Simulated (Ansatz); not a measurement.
BaS:
```xyz
2
Lattice="0.0000 3.1659 3.1659 3.1659 0.0000 3.1659 3.1659 3.1659 0.0000" Properties=species:S:1:pos:R:3 pbc="T T T"
Ba     0.0000     0.0000     0.0000
S      3.1659     3.1659     3.1659
```

PBEsol (plane waves, PAW; program Ansatz) gives a gap of 2.04 eV without spin–orbit coupling, maximum at Γ, minimum at X.

Problem. What happens when spin–orbit coupling is switched on?

Solution. The gap shrinks by 0.05 eV, to 1.99 eV; maximum at Γ, minimum at X.

Problem. How large is the spin–orbit splitting of the valence top at Γ?

Solution. The fourfold level lies 0.15 eV above the split-off pair.

Problem. Give the electron effective mass with spin–orbit coupling.

Solution. 0.32, 0.32, 1.3 mₑ (principal values).

Problem. Give the hole effective mass with spin–orbit coupling, band 1 of 2 at the edge.

Solution. 2.8 along [100], 1.00 along [110], 0.72 along [111] (mₑ).

Problem. Give the hole effective mass with spin–orbit coupling, band 2 of 2 at the edge.

Solution. 0.29 along [100], 0.36 along [110], 0.42 along [111] (mₑ).

Space group Fm-3m (rock salt). The PBEsol relaxation kept the symmetry of its start.

Potentials: the later of the program's two PAW sets.
